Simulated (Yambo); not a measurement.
Given:

```xyz
4
Lattice="1.9490 1.1253 6.4568 -1.9490 1.1253 6.4568 0.0000 -2.2505 6.4568" Properties=species:S:1:pos:R:3 pbc="T T T"
Na     0.0000     0.0000     0.0000
S      0.0000     0.0000     4.7210
S      0.0000     0.0000    14.6494
Y      0.0000     0.0000     9.6852
```

Workflow: LDA (pw.x of Quantum ESPRESSO, ONCV potentials, without SOC), then G0W0 in Yambo (4×4×4 Γ-centred k mesh, bands 3 to 129 and a 7 Ry block in the screening, 129 bands in G with the Bruneval-Gonze terminator, plasmon pole fitted at 27.2 eV).

Question: Give the LDA and G0W0 gaps between the band edges found on this mesh, and say where the edges lie.

Answer: Edges: Γ → F. LDA: 2.01 eV; G0W0: 3.68 eV. Nearest settings tried, and what they do to the gap: 100 bands in W, 100 bands in G: +5 meV; 3 Ry block (61 vectors against 191): -242 meV; 2×2×2 mesh: +13 meV. So the settings aren't converged at that level. 

Geometry relaxed with LDA.
